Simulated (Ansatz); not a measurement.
## MgO — core-level photoemission

Cell: a diffraction structure from the COD whose atoms were relaxed with PBE, the cell held, repeated to a supercell; a hole's nearest image is 6.0 Å away.

Space group Fm-3m (No. 225); a = 4.2170 Å.

```csv
site,Wyckoff,site symmetry,x,y,z
Mg1,4a,m-3m,0.0000,0.0000,0.0000
O9,4b,m-3m,0.5000,0.5000,0.5000
```

One atom of each set is listed; the run and its k-mesh use a cell of 16 atoms with edges of 5.96, 5.96, 5.96 Å.

Level of theory: DFT, PBE, plane waves and PAW, scalar-relativistic, 420 eV cutoff, Γ-centred 4×4×4 k-points, fixed occupations (Ansatz 0.2.0).

Each value is a total-energy difference between the cell with one core hole and the ground state (ΔSCF), counted from the top of the valence band. The cell with the hole is spin-polarised, as the shell with the hole is left with one unpaired spin. The periodic images are corrected with the calculated ε∞ = 3.21.

Problem. Give the Mg 1s, O 1s lines of each distinct site.

Solution. 

```tsv
line	atom	first shell	E_B (eV)
Mg 1s	1	6 O at 2.11 Å	1299.6
O 1s	9	6 Mg at 2.11 Å	527.7
```

The program doubts some values: the cell is too small to check the potential alignment. Absolute PBE values can be off by an eV or more. Multiplets, satellites and widths aren't calculated.

The run took 44 s of wall time (44 s of CPU time) and 0.53 GiB at its peak, on 1 thread of Arm Neoverse V1 (aarch64; 8 cores open to the job, memory cap 2.5 GiB, no GPU), a shared host with a load of 0.3 a core.
